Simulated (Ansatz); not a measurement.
SiC:
```
CELL_PARAMETERS angstrom
      0.00000     2.01402     2.01402
      2.01402     0.00000     2.01402
      2.01402     2.01402     0.00000
ATOMIC_POSITIONS crystal
  C  0.00000 0.00000 0.00000
  Si 0.50000 0.50000 0.50000
```

Relaxed with r²SCAN.

Problem. Give the Bader charges and basin volumes of the independent atoms, r²SCAN (plane waves, PAW; program Ansatz).

Solution. 

```tsv
atom	Bader charge (e)	Bader volume (Å³)
C1	-2.91	12.7
Si2	+2.91	3.6
```

Space group Fm-3m (rock salt). This is a known high-pressure phase of the composition, computed here at zero pressure and temperature. The r²SCAN relaxation kept the symmetry of its start; its stability against distortions is not shown here. Its formation energy is positive at this level, so the cell may be metastable or incomplete.

Potentials: the later of the program's two PAW sets.
